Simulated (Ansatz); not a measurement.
Ti$_{3}$GeC$_{2}$:
```
CELL_PARAMETERS angstrom
      3.06440     0.00000     0.00000
     -1.53220     2.65385     0.00000
      0.00000     0.00000    17.70436
ATOMIC_POSITIONS crystal
  Ti 0.66667 0.33333 0.86729
  Ti 0.33333 0.66667 0.13271
  Ti 0.33333 0.66667 0.36729
  Ti 0.66667 0.33333 0.63271
  Ti 0.00000 0.00000 0.00000
  Ti 0.00000 0.00000 0.50000
  Ge 0.00000 0.00000 0.75000
  Ge 0.00000 0.00000 0.25000
  C  0.66667 0.33333 0.42842
  C  0.33333 0.66667 0.57158
  C  0.33333 0.66667 0.92842
  C  0.66667 0.33333 0.07158
```

Relaxed with PBEsol. Special points in fractions of this cell's reciprocal vectors: Γ (0.000, 0.000, 0.000); M (0.500, 0.000, 0.000); K (0.333, 0.333, 0.000); A (0.000, 0.000, 0.500); L (0.500, 0.000, 0.500); H (0.333, 0.333, 0.500).

Question: List the band energies nearest the Fermi level at these points for PBEsol (plane waves, PAW; program Ansatz).

Answer: In eV from the Fermi level; about four levels below and three above (degenerate sets whole), none deeper than 8.9 eV; points with the same levels are listed once.

```csv
k,below,above
Γ,-1.81 -1.81 -1.76 -1.76 -1.48,0.35 0.41 0.41
M,-1.95 -1.88 -1.84 -1.76,1.34 1.40 1.49
K,-2.36 -2.36 -2.19 -2.16,0.07 0.07 0.98
A,-1.79 -1.79 -1.79 -1.79,0.43 0.43 0.43 0.43
L,-1.91 -1.91 -1.80 -1.80,1.43 1.43 1.55 1.55
H,-2.39 -2.39 -2.18 -2.18,0.07 0.07 1.08 1.08
```

Space group P6_3/mmc. The workflow started from a Materials Project entry (that database holds measured and hypothetical structures alike); the Crystallography Open Database copy checked does not list it. Its standing as an ambient phase is unchecked. Symmetry was held in the PBEsol relaxation; its stability against distortions is not shown here. The run is not spin-polarised. Spin–orbit coupling is left out wherever it is not named.

Potentials: the later of the program's two PAW sets.
